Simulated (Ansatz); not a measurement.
This cell of ZnS (wurtzite) is off equilibrium:

```
ZnS
1.0
    3.70680     0.00000     0.00000
   -1.85340     3.21019     0.00000
    0.00000     0.00000     6.32506
Zn S
2 2
Cartesian
  1.85340   1.07006   6.32347
  0.00000   2.14012   3.16094
  1.85340   1.07006   3.95601
  0.00000   2.14012   0.79348
```

Method: r2SCAN (plane waves to 500 eV, PAW, scalar-relativistic; Ansatz, an electronic-structure program). k mesh 10×10×6 (Γ-centred), Fermi-Dirac smearing 0.05 eV. E stands for the smeared free energy. Compression counts positive. As the atoms are clamped, bonds stretch with the cell, which overstates energies and stresses. The PAW data are Ansatz's earlier set. ZnS was relaxed with its symmetry unable to fall.

Q: What is the stress tensor (GPa)?

A: 
```
    5.7      0.0      0.0
    0.0      5.7      0.0
    0.0      0.0     -0.6
```
The pressure, a third of the trace, is 3.6 GPa.

Q: It is the relaxed cell deformed to V/V₀ = 0.960, (c/a)/(c/a)₀ = 1.040, c along z, fractional positions held. What is its energy relative to the relaxed cell?

A: 17.9 meV/atom.

(A scan under strain: stresses follow from slopes of the energy per volume, elastic moduli from its curvatures.)
